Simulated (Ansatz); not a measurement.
**Ca$_{2}$CuAs$_{3}$: input and output**

The input, for Ansatz 0.2.0 (plane waves, PAW):

```yaml
crystal:
  lattice:
    - [0.0, 0.0, 3.710018]
    - [0.0, -4.301982, 0.0]
    - [6.966388, 2.150991, -1.855009]
  atoms:
    - { symbol: Ca, position: [0.65, 0.15, 0.3] }
    - { symbol: Ca, position: [0.35, 0.85, 0.7] }
    - { symbol: Cu, position: [0.0, 0.5, 0.0] }
    - { symbol: As, position: [0.84, 0.34, 0.68] }
    - { symbol: As, position: [0.16, 0.66, 0.32] }
    - { symbol: As, position: [0.0, 0.0, 0.0] }
  symmetry: { tolerance: 0.0003 }
kpoints:
  mp_grid: { grid: [8, 8, 8], shift: [0, 0, 0] }
  band_path:
    path:
      - [0.0, 0.0, 0.0]
      - [0.0, 0.0, 0.5]
      - [0.46454751, 0.0, 0.26772624]
      - [0.53545249, 0.0, -0.26772624]
      - [0.0, 0.0, 0.0]
      - [0.0, 0.54766854, -0.27383427]
      - [0.0, 0.45233146, 0.27383427]
      - [0.0, 0.0, 0.5]
      - [0.0, 0.0, 0.0]
      - [0.5, 0.0, 0.0]
      - [0.5, 0.5, -0.25]
    npoints: 6
magnetization:
  spin_polarized: false
scf:
  occupations: { method: fermi_dirac }
  lower_state_search: "off"
  max_iter: 200
hamiltonian:
  pseudopotentials: { kind: paw }
  xc: pbe
basis:
  ecutwfc: 420
  fft_grid_basis: typed
output:
  forces: true
  stress: true
  eigenvalues: true
  bader: true
  populations: true
  elf: true
  write_potential: true
  volumetric_format: npy
  dos:
    e_range: [-12, 8]
    de: 0.05
    projected: { site_lists: { As: [As], Ca: [Ca], Cu: [Cu] } }
checkpoint:
  read: saved_state
```

The saved state is an earlier solution for the same cell, perhaps on another mesh. 

Output (shortened):

```
SCF iter   1: F=—  Δρ=1.18e-3  dr2=5.14e-3
SCF iter   2: F=—  Δρ=8.38e-4  dr2=1.62e-3
SCF iter   3: F=—  Δρ=1.23e-3  dr2=1.97e-3
SCF iter   4: F=—  Δρ=2.10e-4  dr2=9.71e-5
SCF iter   5: F=—  Δρ=8.49e-5  dr2=1.89e-5
SCF iter   6: F=—  Δρ=3.87e-5  dr2=3.00e-6
SCF iter   7: F=—  Δρ=3.91e-5  dr2=1.44e-6
SCF iter   8: F=—  Δρ=6.31e-6  dr2=5.93e-8
SCF iter   9: F=-24828.5550 eV  Δρ=4.73e-6  dr2=1.80e-8
Free energy (F): -24828.5550 eV
Harris-Foulkes:  -24828.5550 eV  (|F-HF|=4.27e-9)
Internal energy: -24828.4702 eV  (E = F + TS)
E sigma→0 (E₀):  -24828.5126 eV
Entropy (-TS):   -0.0848 eV (-14.126 meV/atom)
Fermi energy:    11.8663 eV
--- Per-component energies (eV) ---
  E_band       = -1267.7910
  E_kinetic    = 1188.7693
  E_local      = -12252.2268  (includes V_loc(G=0)·N_el)
  E_nonlocal   = -1495.3379
  E_hartree    = 5939.9032
  E_xc         = -612.3474
  E_vxc        = -710.0382  (∫ρ·V_xc dr)
  E_paw        = -8882.2126  (= ΣΔE_a)
  E_vpaw       = 121.2253  (= ΣTr[D̂ρ^β])
  E_aug_tail   = 0.0003  (compensation charges beyond the density's cutoff)
  E_ewald      = -8715.0184
  E_smearing   = -0.0848  (= −TS)
--- Forces (eV/Å), atoms counted from 1 ---
  atom   1  Ca    -0.2122     0.0000     0.0000
  atom   2  Ca     0.2122     0.0000     0.0000
  atom   3  Cu     0.0000     0.0000     0.0000
  atom   4  As    -0.4751     0.0000     0.0000
  atom   5  As     0.4751     0.0000     0.0000
  atom   6  As     0.0000     0.0000     0.0000
--- Stress (GPa, compression-positive) ---
       25.3567       0.0000       0.0000
        0.0000      24.1154       0.0000
        0.0000       0.0000      18.4137
  P = ⅓ Tr σ = 22.6286 GPa (226.286 kbar)
--- Löwdin populations: 6 sites ---
  site symbol       q [e]
     0     Ca      8.3504
     1     Ca      8.3504
     2     Cu     18.2753
     3     As     16.0988
     4     As     16.0988
     5     As     15.8557
  spilling = 0.0116 (of n_electrons = 84.0000)
--- Bader charges: 6 sites ---
  site symbol  charge [e]  shift [e]
     0     Ca      1.2391     0.0004
     1     Ca      1.2392     0.0004
     2     Cu      0.0424     0.0025
     3     As     -0.9617     0.0006
     4     As     -0.9621     0.0006
     5     As     -0.5968     0.0022
```

Absolute energies hang on the potentials; compare differences alone.

Origin: a known structure type with other elements, at an estimated volume, so it need not be a known compound. Caveats: atoms or cell far from equilibrium.
